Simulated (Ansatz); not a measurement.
CaO:
```yaml
crystal:
  lattice:
    - [0.00000, 2.39770, 2.39770]
    - [2.39770, 0.00000, 2.39770]
    - [2.39770, 2.39770, 0.00000]
  atoms:
    - { symbol: Ca, position: [0.00000, 0.00000, 0.00000] }
    - { symbol: O, position: [0.50000, 0.50000, 0.50000] }
```

Cartesian axes are those of the cell as given.

**Question.** Give the high-frequency dielectric tensor and the Born effective charge tensors of the independent atoms from DFPT, the program Ansatz at the r²SCAN level (PAW).

**Answer.** 
ε∞:
```
3.52  0.00  0.00
0.00  3.52  0.00
0.00  0.00  3.52
```
Z* of atom 1 (Ca), rows: field, columns: displacement, in e:
```
2.33  0.00  0.00
0.00  2.33  0.00
0.00  0.00  2.33
```
Z* of atom 2 (O), rows: field, columns: displacement, in e:
```
-2.33   0.00   0.00
 0.00  -2.33   0.00
 0.00   0.00  -2.33
```

Static charges for comparison (Bader): Ca1 +1.52, O2 -1.52 e. Born charges measure polarisation by displacement and can exceed these by far.

Space group Fm-3m (rock salt). The cell was relaxed with r²SCAN under the symmetry of its start.

Potentials: the earlier of the program's two PAW sets. The files were generated under PBE; for other functionals the program regenerates the frozen cores, and for LDA and PBEsol the local potential too.
